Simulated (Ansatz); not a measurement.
K2S:
```
K2S
1.0
    0.00000     3.73106     3.73106
    3.73106     0.00000     3.73106
    3.73106     3.73106     0.00000
K S
2 1
Cartesian
  1.86553   1.86553   1.86553
  5.59659   5.59659   5.59659
  0.00000   0.00000   0.00000
```

x, y and z are the axes in which the lattice vectors are written.

**Question.** Give the high-frequency dielectric tensor and the Born effective charge tensors of the independent atoms from DFPT, PBE (plane waves, PAW; program Ansatz).

**Answer.** 
ε∞:
```
3.10  0.00  0.00
0.00  3.10  0.00
0.00  0.00  3.10
```
Z* of atom 1 (K), rows: field, columns: displacement, in e:
```
0.98  0.00  0.00
0.00  0.98  0.00
0.00  0.00  0.98
```
Z* of atom 3 (S), rows: field, columns: displacement, in e:
```
-1.95   0.00   0.00
 0.00  -1.95   0.00
 0.00   0.00  -1.95
```

Static charges for comparison (Bader): K1 +0.76, S3 -1.52 e. Born charges measure polarisation by displacement and can exceed these by far.

Space group Fm-3m (anti-fluorite). Symmetry was held in the PBE relaxation.

Potentials: the later of the program's two PAW sets.
